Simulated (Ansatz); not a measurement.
BeS (NiAs type, P6_3/mmc) at seven volumes, r²SCAN (plane waves, PAW; program Ansatz), shape and atoms relaxed at each. One row is withheld.

```csv
V (Å³/atom),P (GPa)
11.274,12.65
11.646,7.81
12.017,3.62
12.389,0.00
12.761,?
13.132,-5.86
13.504,-8.21
```

### Question
Fit the shown pressures and predict the withheld one.

### Answer
P = (3/2)B₀(x^(7/2) − x^(5/2))[1 + (3/4)(B′ − 4)(x − 1)] with x = (V₀/V)^(2/3). Least squares on the six rows gives V₀ = 12.389 Å³/atom, B₀ = 112 GPa, B′ = 3.79. At V = 12.761, x = 0.9805 and P = -3.13 GPa. The run itself gave -3.14 GPa.

The start of the workflow was typed in or built on a structure type; neither database checked (COD, Materials Project) lists it. COD files the formula under space group No. 216, so this cell is another polymorph or a model. Its standing as an ambient phase is unchecked. The r²SCAN relaxation kept the symmetry of its start; whether a distortion lowers the energy is not shown.

Potentials: the earlier of the program's two PAW sets.
